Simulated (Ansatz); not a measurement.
Ni₃(PbS)₂ (space group R-3m)

```
Ni3(PbS)2
1.0
    2.81695     1.62637     4.52630
   -2.81695     1.62637     4.52630
    0.00000    -3.25274     4.52630
Ni Pb S
3 2 2
Cartesian
  0.00000  -1.62637   2.26315
  1.40848   0.81318   2.26315
 -1.40848   0.81318   2.26315
  0.00000   0.00000   6.78945
  0.00000   0.00000   0.00000
  0.00000   0.00000   9.88328
  0.00000   0.00000   3.69563
```

Equation-of-state scan: isotropic scaling of the cell above, V₀ being its volume. The atoms relax within the cell's symmetry.

The numbers are results of r2SCAN (plane waves to 500 eV, PAW, scalar-relativistic; Ansatz, a program for electronic structure), not measurements. k mesh 10×10×10 (Γ-centred), Fermi-Dirac smearing 0.05 eV. Energies are smeared free energies. Stress and pressure are positive under compression. With the shape held, the modulus is that of even scaling; a crystal free to change shape is softer. At this level the bands of Ni3(PbS)2 touch or barely overlap. Ni3(PbS)2 is run without spin polarisation. Ni3(PbS)2 was relaxed with its symmetry unable to fall. Spin-orbit coupling is left out, though Pb is heavy. ΔE is measured from the relaxed starting cell. The last digit holds for this mesh only.

```
V (Å³/atom)  ΔE (meV/atom)
-----------  -------------
15.997                47.8
16.352                29.2
16.708            withheld
17.063                 6.7
17.419                 1.6
17.774                 0.0
18.130                 1.5
18.485                 5.6
18.841                12.1
19.196                20.7
19.552                31.1
```

Question: Fit a third-order Birch-Murnaghan form (E₀, V₀, B₀, B₀′ free) to the given rows and predict ΔE at V = 16.708.

Answer: Least squares on the 10 given rows: ΔE = E₀ + (9V₀B₀/16)·y²·[2 + (B₀′ − 4)y], y = (V₀/V)^(2/3) − 1, with V₀ = 17.775 Å³/atom, B₀ = 68.73 GPa (160.2 GPa = 1 eV/Å³; the term in eV is multiplied by 1000), B₀′ = 5.41, E₀ = 0.01 meV/atom; root-mean-square residual 0.02 meV/atom. At 16.708 the fit gives 15.7 meV/atom; the calculation gives 15.7 meV/atom, the same to the digits shown. For the pressure the fit gives 5.0 GPa against the computed 5.0 GPa.

(Under strain, the slope of the energy per volume gives the stress and its curvature an elastic modulus.)
